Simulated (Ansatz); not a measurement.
Cd₂TeSe:
```
Cd2TeSe
1.0
    4.39909     0.00000     0.00000
    0.00000     4.39909     0.00000
    0.00000     0.00000     6.18486
Cd Te Se
2 1 1
Cartesian
  2.19955   0.00000   4.74768
  0.00000   2.19955   1.43718
  0.00000   0.00000   3.09243
  2.19955   2.19955   0.00000
```

This is the LDA-relaxed structure. x, y and z are the axes in which the lattice vectors are written.

Question: All from the program Ansatz at the LDA level (PAW), unless another level is named. Predict the Young's modulus.

Answer: 42.6 GPa.

Question: Predict the elastic constants (relaxed ions, GPa).

Answer: C11 = 78.1, C12 = 32.0, C13 = 45.0, C33 = 62.7, C44 = 21.6, C66 = 9.4.

Question: And the highest zone-centre frequency (without LO–TO term)?

Answer: 176 cm⁻¹.

Space group P-4m2. The first step of the workflow began from a Materials Project structure, measured or hypothetical; the Crystallography Open Database copy checked does not list it. Whether it is the stable phase at ambient conditions was not checked. Symmetry was held in the LDA relaxation; of distortions, only those at the zone centre were tested. Scalar-relativistic: spin–orbit coupling is off unless named, which matters more the heavier the elements.

Potentials: the later of the program's two PAW sets.
